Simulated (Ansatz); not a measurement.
A distorted cell of GaSb (zinc blende):

```xyz
2
Lattice="0.0000 3.0712 3.0712 3.0712 0.0000 3.0712 3.0712 3.0712 0.0000" Properties=species:S:1:pos:R:3 pbc="T T T"
Sb     4.6068     4.6068     4.6068
Ga     0.0000     0.0000     0.0000
```

Computed with PBEsol (plane waves to 420 eV, PAW, scalar-relativistic; Ansatz, a quantum-chemistry and plane-wave program). k mesh 13×13×13 (Γ-centred), Fermi-Dirac smearing 0.05 eV. The energy includes the smearing's −TS. Stress and pressure are positive under compression. At this level the bands of GaSb touch or barely overlap; measurements give the solid a gap. GaSb was relaxed with its symmetry unable to fall. Spin-orbit coupling is left out, though Sb is heavy. The PAW data are Ansatz's earlier set.

**Question.** Give the stress tensor in GPa and the pressure.

**Answer.** 
```
   -0.7      0.0      0.0
    0.0     -0.7      0.0
    0.0      0.0     -0.7
```
The pressure, a third of the trace, is -0.7 GPa.

**Question.** It is the relaxed cell scaled evenly to V/V₀ = 1.015, atoms relaxed where free. What is its energy relative to the relaxed cell?

**Answer.** 1 meV/atom.

(Under strain, the slope of the energy per volume gives the stress and its curvature an elastic modulus.)
